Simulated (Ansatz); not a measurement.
Te:
```
Te
1.0
    9.10860     0.00000     0.00000
    0.00000     3.18065     0.00000
    0.00000     0.00000     4.52233
Te
4
Direct
  0.75000   0.50000   0.54428
  0.25000   0.50000   0.45572
  0.00000   0.50000   0.00000
  0.50000   0.50000   0.00000
```

Relaxed with r²SCAN. Special points in fractions of this cell's reciprocal vectors: Γ (0.000, 0.000, 0.000); X (0.500, 0.000, 0.000); S (0.500, 0.500, 0.000); Y (0.000, 0.500, 0.000); Z (0.000, 0.000, 0.500); U (0.500, 0.000, 0.500); R (0.500, 0.500, 0.500); T (0.000, 0.500, 0.500).

List the band energies nearest the Fermi level at these points for plane-wave PAW r²SCAN (Ansatz code).

In eV from the Fermi level; about four levels below and three above (degenerate sets whole), none deeper than 8.9 eV; points with the same levels are listed once.

```json
[
 {"k": "Γ", "below": "-2.63 -2.53 -2.46 -2.37", "above": "1.25 1.36 1.38"},
 {"k": "X", "below": "-3.60 -3.60 -0.89 -0.89", "above": "0.16 0.16 1.72 1.72"},
 {"k": "S", "below": "-2.88 -2.88 -1.96 -1.96", "above": "0.69 0.69 1.87 1.87"},
 {"k": "Y", "below": "-1.08 -0.97 -0.67 -0.57", "above": "2.77 2.85 4.74"},
 {"k": "Z", "below": "-2.70 -2.65 -2.47 -2.46", "above": "2.36 2.64 2.66"},
 {"k": "U", "below": "-5.34 -5.34 -4.99 -4.99", "above": "0.39 0.39 1.02 1.02"},
 {"k": "R", "below": "-3.74 -3.74 -3.29 -3.29", "above": "1.98 1.98 2.65 2.65"},
 {"k": "T", "below": "-1.15 -1.10 -0.67 -0.66", "above": "2.51 2.52 4.13"}
]
```

Space group Pmma. The workflow started from a Materials Project entry (that database holds measured and hypothetical structures alike); the Crystallography Open Database copy checked does not list it. It is not the phase usual at ambient conditions (space group No. 152). The r²SCAN relaxation kept the symmetry of its start; its stability against distortions is not shown here. Spin–orbit coupling is left out wherever it is not named.

Potentials: the later of the program's two PAW sets.
